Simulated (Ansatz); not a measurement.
## E(q) of CoOs (P-6m2)

```yaml
crystal:
  lattice:
    - [2.67127, 0.00000, 0.00000]
    - [-1.33564, 2.31339, 0.00000]
    - [0.00000, 0.00000, 4.11656]
  atoms:
    - { symbol: Co, position: [0.66667, 0.33333, 0.50000] }
    - { symbol: Os, position: [0.33333, 0.66667, 0.00000] }
```

The geometry is a structure from the Materials Project, held fixed and not relaxed.

Common settings: LDA, 12×12×7 k mesh, Fermi–Dirac smearing of 0.1 eV. PAW means Ansatz 0.2.0 on its default frozen-core files; LAPW is all-electron LAPW in Ansatz 0.2.0. Site moments are integrated in spheres about the atoms, whose radii differ between the methods. Start moments of the first PAW run (μB): Co1 0.5.

Flat spirals without spin–orbit coupling: moments start in the xy plane and turn about z by q·R from cell to cell, and their directions inside a cell are free. q runs from Γ to M = (0.500, 0.000, 0.000) in reciprocal cell vectors. Energies count from each method's run at q = 0. Each q is a vector of the k mesh, and the mesh is shifted by q/2 where needed, so that both spin components are sampled on the same points as at q = 0.

Task: Where along the line is the energy lowest?

Result: q = 0 is the lowest point, but the next lies within 2.0 meV per cell, which this mesh may not resolve.
```tsv
fraction of Γ–M	|q| (1/Å)	ΔF PAW (meV/cell)	ΔF LAPW (meV/cell)	largest moment, PAW (μB)
0.000	0.000	0.0	0.0	0.49
0.167	0.226	+0.2	–	0.47
0.333	0.453	+1.4	–	0.29
0.500	0.679	+1.6	+1.4	0.00
0.667	0.905	+1.6	–	0.00
0.833	1.132	+1.6	–	0.00
1.000	1.358	+1.6	+1.4	0.00
```

The PAW files were made with PBE; the program remakes their cores once for the run's functional and then keeps them frozen. The Ansatz runs typed with the search for lower states off end where their start leads. Spin–orbit coupling is left out although heavy atoms are present. None of this fixes the real material's magnetic order: only patterns that fit the cell were computed, at zero temperature, with a functional that can overstate moments.
